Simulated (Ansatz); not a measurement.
GePd (CsCl type, Pm-3m) under volume change, DFT-r²SCAN in the program Ansatz with PAW potentials, scaled uniformly.

| V (Å³/atom) | E − E(relaxed) (meV/atom) | P (GPa) |
|---|---|---|
| 14.092 | 63.7 | 16.44 |
| 14.557 | 25.9 | 9.77 |
| 15.021 | 5.9 | 4.25 |
| 15.486 | 0.0 | 0.00 |
| 15.950 | 5.1 | -3.44 |
| 16.415 | 19.6 | -6.45 |
| 16.880 | 41.9 | -8.87 |

What does a third-order Birch–Murnaghan fit give for V₀, B₀ and B′?

V₀ = 15.48 Å³/atom, B₀ = 132 GPa, B′ = 5.9.

A made-up cell: these elements were put on the sites of a structure type; neither database checked (COD, Materials Project) lists it. COD files the formula under space group No. 62, so this cell is another polymorph or a model. Its standing as an ambient phase is unchecked. The r²SCAN relaxation kept the symmetry of its start; whether a distortion lowers the energy is not shown. The run is not spin-polarised.

Potentials: the later of the program's two PAW sets.
